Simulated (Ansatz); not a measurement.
InNi$_{3}$N (anti-perovskite, Pm-3m), PBE in the plane-wave PAW code Ansatz, all energies at zero smearing, with the estimated change up to a 700 eV cutoff added, with one set of potentials and settings (totals compare only within such a set). Cell of 5 atoms (1 In, 3 Ni, 1 N): -23501.386 eV.

| element | reference phase | E (eV/atom) |
|---|---|---|
| In | I4/mmm, 1 atoms in the cell | -5597.8481 |
| Ni | Fm-3m, 1 atoms in the cell, spin-polarised | -5839.7239 |
| N | Pa-3, 8 atoms in the cell | -384.0325 |

Formation energy per atom, worked out: (-23501.386 − 1×(-5597.8481) − 3×(-5839.7239) − 1×(-384.0325))/5 = -0.067 eV/atom (-6 kJ per mol of atoms), at 0 K, without zero-point energy or fitted corrections.

The workflow started from a Materials Project entry (that database holds measured and hypothetical structures alike); the Crystallography Open Database copy checked does not list it. Whether it is the stable phase at ambient conditions was not checked. The PBE relaxation kept the symmetry of its start; its stability against distortions is not shown here. The run is not spin-polarised. The references are the lowest solids computed at this level, not always the standard phases (solids in place of the gases).

Potentials: the later of the program's two PAW sets.
